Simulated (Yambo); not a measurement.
Yambo run on LaO₂H (space group P2_1/m, No. 11). The wavefunctions come from this Quantum ESPRESSO step (PBEsol, PseudoDojo standard norm-conserving files, scalar-relativistic):

```
&CONTROL
  calculation = 'nscf'
  pseudo_dir = './pseudo'
  outdir = './out'
/
&SYSTEM
  ibrav = 0
  nat = 8
  ntyp = 3
  ecutwfc = 110.0
  ecutrho = 440.0
  occupations = 'fixed'
  force_symmorphic = .true.
  nbnd = 160
/
&ELECTRONS
  conv_thr = 8e-09
  diago_full_acc = .true.
  diago_thr_init = 1e-08
/
ATOMIC_SPECIES
H 1.0080 H.upf
O 15.9990 O.upf
La 138.9055 La.upf
CELL_PARAMETERS angstrom
  4.441350000000   0.000000000000   0.000000000000
  0.000000000000   3.934990000000   0.000000000000
 -1.927918000000   0.000000000000   6.117479000000
ATOMIC_POSITIONS crystal
H   0.018520000000   0.250000000000   0.927200000000
H   0.981480000000   0.750000000000   0.072800000000
O   0.240120000000   0.250000000000   0.462000000000
O   0.759880000000   0.750000000000   0.538000000000
O   0.240700000000   0.250000000000   0.939350000000
O   0.759300000000   0.750000000000   0.060650000000
La   0.330900000000   0.750000000000   0.693210000000
La   0.669100000000   0.250000000000   0.306790000000
K_POINTS automatic
2 4 2 0 0 0
```

Yambo input:

```
rim_cut
gw0
dyson
el_el_corr
HF_and_locXC
ppa
em1d
RandQpts= 1000000
RandGvec= 1 Ry
EXXRLvcs= 110 Ry
VXCRLvcs= 440 Ry
Chimod= "HARTREE"
% BndsRnXp
 1 | 159 |
%
NGsBlkXp= 7 Ry
% LongDrXp
 1.0 | 1.0 | 1.0 |
%
PPAPntXp= 27.2114 eV
% GbndRnge
 1 | 159 |
%
GTermKind= "BG"
DysSolver= "n"
ExtendOut
% QPkrange
 1 | 1 | 24 | 25 |
 2 | 2 | 24 | 25 |
 6 | 6 | 24 | 25 |
 7 | 7 | 24 | 25 |
 8 | 8 | 24 | 25 |
 11 | 11 | 24 | 25 |
 12 | 12 | 24 | 25 |
%
```

k points by index: 1 = Γ, 2 = (0, 0, -0.5), 6 = (0, -0.5, -0.5), 7 = (-0.5, 0, 0), 8 = (-0.5, 0, -0.5), 11 = (-0.5, -0.5, 0), 12 = (-0.5, -0.5, -0.5).

The o-*.qp file then holds:

```
#    K-point    Band    Eo [eV]    E [eV]    E-Eo [eV]    Vxc [eV]    Vnlxc [eV]    Sc|Eo [eV]    Sc|E [eV]    dSc/dw|Eo [eV]    Re(Z)    Im(Z)
#
    1    24    -0.211164    -0.793930    -0.582766    -18.73574    -23.43275    3.955309    4.114242    -7.419700    0.785748    -0.001268
    1    25    3.808384    4.759707    0.951324    -10.11780    -4.966908    -4.028164    -4.199565    -4.902206    0.847347    -0.939523E-3
    2    24    0.000000    -0.586936    -0.586936    -19.07550    -23.80946    3.987904    4.147026    -7.375728    0.786747    -0.001237
    2    25    4.558222    6.571695    2.013473    -12.38334    -4.823562    -5.119003    -5.546301    -5.774395    0.824941    -0.001096
    6    24    -0.324773    -1.008027    -0.683254    -18.76768    -23.70020    4.064070    4.249272    -7.374587    0.786773    -0.001264
    6    25    4.669419    6.669214    1.999795    -12.57035    -5.045593    -5.095730    -5.524961    -5.840183    0.823299    -0.001120
    7    24    -0.564826    -1.322671    -0.757845    -18.55393    -23.64242    4.126997    4.330644    -7.311175    0.788219    -0.001103
    7    25    4.534159    6.133069    1.598909    -12.25890    -5.694685    -4.635309    -4.965307    -5.615728    0.828929    -0.001043
    8    24    -0.761154    -1.583758    -0.822604    -18.15197    -23.28767    4.092891    4.313098    -7.283322    0.788855    -0.001229
    8    25    4.752682    6.934799    2.182117    -12.81067    -4.778324    -5.377234    -5.850233    -5.898016    0.821861    -0.001075
    11    24    -0.409341    -1.129172    -0.719830    -18.60450    -23.61604    4.096024    4.291706    -7.396019    0.786286    -0.001249
    11    25    4.810600    6.790007    1.979407    -13.20568    -5.769597    -5.021366    -5.456678    -5.983940    0.819734    -0.001149
    12    24    -0.442651    -1.126308    -0.683657    -18.29915    -23.19129    4.021259    4.208478    -7.450486    0.785050    -0.001305
    12    25    4.639738    6.666834    2.027097    -13.28638    -5.779941    -5.033810    -5.479345    -5.980401    0.819821    -0.001095
```
(The two width columns are left out.) Convergence of these settings isn't established.

Geometry of the Materials Project entry, not relaxed at this level.

The structure is a Materials Project entry; no match was found in the copy of COD used, and its stability was not checked.
